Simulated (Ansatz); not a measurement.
NbP in space group P6/mmm (No. 191; Nb on 3f, P on 1a, P on 2d) at seven volumes, PBE in the plane-wave PAW code Ansatz, shape and atoms relaxed at each. One row is withheld.

```csv
V (Å³/atom),P (GPa)
16.458,17.67
17.001,10.81
17.543,4.98
18.086,0.00
18.628,?
19.171,-7.88
19.714,-10.96
```

Fit the shown pressures and predict the withheld one.

P = (3/2)B₀(x^(7/2) − x^(5/2))[1 + (3/4)(B′ − 4)(x − 1)] with x = (V₀/V)^(2/3). Least squares on the six rows gives V₀ = 18.086 Å³/atom, B₀ = 153 GPa, B′ = 4.29. At V = 18.628, x = 0.9805 and P = -4.24 GPa. The run itself gave -4.25 GPa.

A made-up cell: these elements were put on the sites of a structure type; neither database checked (COD, Materials Project) lists it. COD files the formula under space group No. 141, so this cell is another polymorph or a model. Its standing as an ambient phase is unchecked. The PBE relaxation kept the symmetry of its start; whether a distortion lowers the energy is not shown. The run is not spin-polarised.

Potentials: the later of the program's two PAW sets.
